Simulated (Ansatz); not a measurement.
Input and command of a calculation in Ansatz (plane waves; scalar-relativistic PAW potentials unless the input names others):

```yaml
crystal:
  lattice:
    - [3.0014868044, 0.0, 0.0]
    - [-1.5007434022, 2.5993638217, 0.0]
    - [0.0, 0.0, 3.2242295241]
  atoms:
    - { symbol: Ti, position: [0.0, 0.0, 0.0] }
    - { symbol: B, position: [0.3333333333, 0.6666666667, 0.5] }
    - { symbol: B, position: [0.6666666667, 0.3333333333, 0.5] }
basis:
  ecutwfc: "40.4 Ry"
kpoints:
  mp_grid: { grid: [18, 18, 14] }
hamiltonian:
  xc: pbe
scf:
  occupations: { method: gaussian, width: 0.15 }
output:
  forces: true
  eigenvalues: true
  stress: true
```

```bash
ansatz run input.yaml --threads 1 --pin off --max-ram 2560MiB --backend cpu --events-out ev --progress --plain --runs-dir out
```

Abridged log:
```
Basis set: ecut = 549.67000216 eV, 733 PW (Γ), exchange–correlation on 48×48×50 points (8 copies of the dense FFT grid, shifted against one another)
Bands: 13, of which v1, the nominal top of the filled ones, is band 9 counted from 1 (8 counted from 0)
Symmetry: 24 space group operations
k-points: 296 of 4536
SCF iter   1: F=—  HF=-2814.689402 eV  |F-HF|=—  |Δ(HF+E_count)|=         —  Δρ=2.93e-3  dr2=1.63e-3  ethr=1.77e-3  ⟨swp⟩=4.5  Hψ=19094  notcnv=0
SCF iter   2: F=—  HF=-2814.688831 eV  |F-HF|=—  |Δ(HF+E_count)|=   5.71e-4  Δρ=1.54e-3  dr2=4.78e-4  ethr=9.07e-6  ⟨swp⟩=1.4  Hψ=6741  notcnv=0
SCF iter   3: F=—  HF=-2814.688743 eV  |F-HF|=—  |Δ(HF+E_count)|=   8.75e-5  Δρ=1.29e-4  dr2=3.64e-6  ethr=2.66e-6  ⟨swp⟩=3.0  Hψ=6507  notcnv=0
SCF iter   4: F=—  HF=-2814.688713 eV  |F-HF|=—  |Δ(HF+E_count)|=   3.06e-5  Δρ=2.07e-5  dr2=1.01e-7  ethr=2.02e-8  ⟨swp⟩=2.7  Hψ=5827  notcnv=0
SCF iter   5: F=-2814.688713 eV  HF=-2814.688713 eV  |F-HF|=1.23e-9  |Δ(HF+E_count)|=   9.92e-9  Δρ=3.18e-6  dr2=2.41e-9  ethr=5.61e-10  ⟨swp⟩=2.9  Hψ=6258  notcnv=0
SCF iter   6: F=-2814.688713 eV  HF=-2814.688713 eV  |F-HF|=2.50e-11  |Δ(HF+E_count)|=  3.59e-10  Δρ=4.84e-7  dr2=5.35e-11  ethr=1.34e-11  ⟨swp⟩=1.8  Hψ=11327  notcnv=0
SCF 1 converged in 6 iterations: F = -2814.688713 eV  dr2 = 5.35e-11
SCF converged after 6 iterations
Free energy (F): -2814.688713 eV
Harris-Foulkes:  -2814.688713 eV  (|F-HF|=2.50e-11)
Internal energy: -2814.685028 eV  (E = F + TS)
E sigma→0 (E₀):  -2814.686871 eV
Entropy (-TS):   -0.003684 eV (-1.228 meV/atom)
Fermi energy:    15.535733 eV
--- Forces (eV/Å), atoms counted from 1 ---
  atom   1  Ti     0.00000000     0.00000000     0.00000000
  atom   2  B      0.00000000     0.00000000     0.00000000
  atom   3  B      0.00000000     0.00000000     0.00000000
--- Stress (GPa, compression-positive) ---
        7.558624       0.000000       0.000000
        0.000000       7.558624       0.000000
        0.000000       0.000000       2.146473
  P = ⅓ Tr σ = 5.7546 GPa (57.546 kbar)
```

Apart from outputs and empty bands, the input differs from a reference run on usual settings in basis.ecutwfc: 420 → "40.4 Ry". The reference, at the same geometry (not necessarily relaxed), gave pressure 5.77 GPa, largest force 0.000 eV/Å, no gap on the mesh. This run converged in 6 SCF iterations (reference: 6) with an energy at zero smearing 1.48 meV/atom below the reference's, pressure 5.75 GPa, largest force 0.000 eV/Å, no gap on the mesh.

It took 12 s on 1 thread of Arm Neoverse N1, on a shared host, peak memory 0.4 GiB.